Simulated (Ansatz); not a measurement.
MgTe:
```
CELL_PARAMETERS angstrom
      4.56105     0.00000     0.00000
     -2.28052     3.94998     0.00000
      0.00000     0.00000     7.41131
ATOMIC_POSITIONS crystal
  Mg 0.66667 0.33333 0.00101
  Mg 0.33333 0.66667 0.50101
  Te 0.66667 0.33333 0.62419
  Te 0.33333 0.66667 0.12419
```

Relaxed with PBEsol.

Q: Give the Bader charges and basin volumes of the independent atoms, PBEsol in the plane-wave PAW code Ansatz.

A: 

| atom | Bader charge (e) | Bader volume (Å³) |
|---|---|---|
| Mg1 | +1.54 | 8.3 |
| Te3 | -1.54 | 58.4 |

Space group P6_3mc (wurtzite). The PBEsol relaxation kept the symmetry of its start. Scalar-relativistic: spin–orbit coupling is off unless named, which matters more the heavier the elements.

Potentials: the later of the program's two PAW sets.
